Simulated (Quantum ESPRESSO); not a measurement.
# Band energies of KCdF$_{3}$

```
CELL_PARAMETERS angstrom
      4.38209     0.00000     0.00000
      0.00000     4.38209     0.00000
      0.00000     0.00000     4.38209
ATOMIC_POSITIONS crystal
  F  0.00000 0.50000 0.50000
  F  0.50000 0.00000 0.50000
  F  0.50000 0.50000 0.00000
  K  0.00000 0.00000 0.00000
  Cd 0.50000 0.50000 0.50000
```

PBEsol (pw.x of Quantum ESPRESSO, ONCV potentials, with spin-orbit coupling); path ΓXMΓRX,MR; energies in eV from the valence-band maximum.

```csv
k (1/Å),point,band 50,band 51,band 52,band 53,band 54,band 55,band 56,band 57
0.00,Γ,-1.76,2.99,2.99,8.21,8.21,8.21,8.21,8.60
0.48,,-1.64,4.59,4.59,7.60,7.60,8.74,8.74,9.76
0.72,X,-1.59,5.53,5.53,6.88,6.88,8.93,8.93,9.90
0.90,,-1.31,5.66,5.66,7.02,7.02,9.02,9.02,9.78
1.43,M,0.00,6.90,6.90,8.51,8.51,8.63,8.63,8.83
1.77,,-0.58,5.67,5.67,8.22,8.22,8.74,8.74,9.49
2.28,,-1.72,3.22,3.22,8.28,8.28,8.29,8.29,8.64
2.45,Γ,-1.76,2.99,2.99,8.21,8.21,8.21,8.21,8.60
2.63,,-1.72,3.24,3.24,8.30,8.30,8.30,8.30,8.64
3.16,,-0.91,5.77,5.77,8.61,8.61,8.68,8.68,9.06
3.51,,-0.13,7.33,7.33,7.76,7.76,7.87,7.87,9.10
3.69,R,0.00,7.53,7.53,7.71,7.71,7.71,7.71,8.79
3.98,,-0.18,7.06,7.06,7.83,7.83,8.11,8.11,9.49
4.27,,-0.70,6.20,6.20,7.53,7.53,9.05,9.05,9.49
4.70,X,-1.59,5.53,5.53,6.88,6.88,8.93,8.93,9.90
4.70,M,0.00,6.90,6.90,8.51,8.51,8.63,8.63,8.83
4.88,,0.00,6.96,6.96,8.34,8.34,8.46,8.46,8.97
5.42,R,0.00,7.53,7.53,7.71,7.71,7.71,7.71,8.79
```

The PBEsol gap is indirect, 2.99 eV, from R to Γ; the smallest direct gap is 4.75 eV. Another valence extremum on the path lies within 0.02 eV, too close to call.

The cell is held in this high symmetry; tilts and polar distortions were not searched.

Geometry of the Materials Project entry, not relaxed at this level.

The structure is a Materials Project entry; no match was found in the copy of COD used, and its stability was not checked.
